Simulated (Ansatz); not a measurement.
Sc₃TlB (anti-perovskite)

```cif
data_BSc3Tl
_chemical_formula_sum 'Sc3 Tl1 B1'
_space_group_name_H-M_alt 'Pm-3m'
_space_group_IT_number 221
_space_group_name_Hall '-P 4 2 3'
_cell_length_a 4.63267
_cell_length_b 4.63267
_cell_length_c 4.63267
_cell_angle_alpha 90.000
_cell_angle_beta 90.000
_cell_angle_gamma 90.000
loop_
_atom_site_label
_atom_site_type_symbol
_atom_site_symmetry_multiplicity
_atom_site_Wyckoff_symbol
_atom_site_fract_x
_atom_site_fract_y
_atom_site_fract_z
_atom_site_occupancy
Sc1 Sc 3 c 0.00000 0.50000 0.50000 1
Tl1 Tl 1 a 0.00000 0.00000 0.00000 1
B1 B 1 b 0.50000 0.50000 0.50000 1
```

Two coordinates are scanned: the volume, and the ratio of the stretch along z (the conventional c axis) to the stretch across it. Atoms keep their fractional coordinates.

Level of theory: PBEsol (plane waves to 420 eV, PAW, scalar-relativistic; Ansatz, an electronic-structure program). k mesh 10×10×10 (Γ-centred), Fermi-Dirac smearing 0.05 eV. Energies are smeared free energies. With partly filled bands, the response to shear is sensitive to the k mesh, so small differences along c/a are uncertain. Sc3TlB is run without spin polarisation. Sc3TlB was relaxed with its symmetry unable to fall. Spin-orbit coupling is left out, though Tl is heavy. ΔE is measured from the relaxed starting cell.

| ΔE (kJ/mol of atoms) | V/V₀ = 0.960 | V/V₀ = 0.980 | V/V₀ = 1.000 | V/V₀ = 1.020 | V/V₀ = 1.040 |
|---|---|---|---|---|---|
| (c/a)/(c/a)₀ = 0.960 | … | 1.0 | 0.8 | 1.0 | … |
| (c/a)/(c/a)₀ = 0.980 | 1.1 | 0.4 | 0.2 | 0.4 | 0.9 |
| (c/a)/(c/a)₀ = 1.000 | 0.8 | 0.2 | 0.0 | 0.2 | 0.7 |
| (c/a)/(c/a)₀ = 1.020 | 1.1 | 0.4 | 0.2 | 0.4 | 0.9 |
| (c/a)/(c/a)₀ = 1.040 | … | 1.1 | 0.9 | 1.0 | … |

### Question
Complete the blanks.

### Answer

- (c/a)/(c/a)₀ = 0.960, V/V₀ = 0.960: 1.7
- (c/a)/(c/a)₀ = 0.960, V/V₀ = 1.040: 1.6
- (c/a)/(c/a)₀ = 1.040, V/V₀ = 0.960: 1.7
- (c/a)/(c/a)₀ = 1.040, V/V₀ = 1.040: 1.6

(Under strain, the slope of the energy per volume gives the stress and its curvature an elastic modulus.)
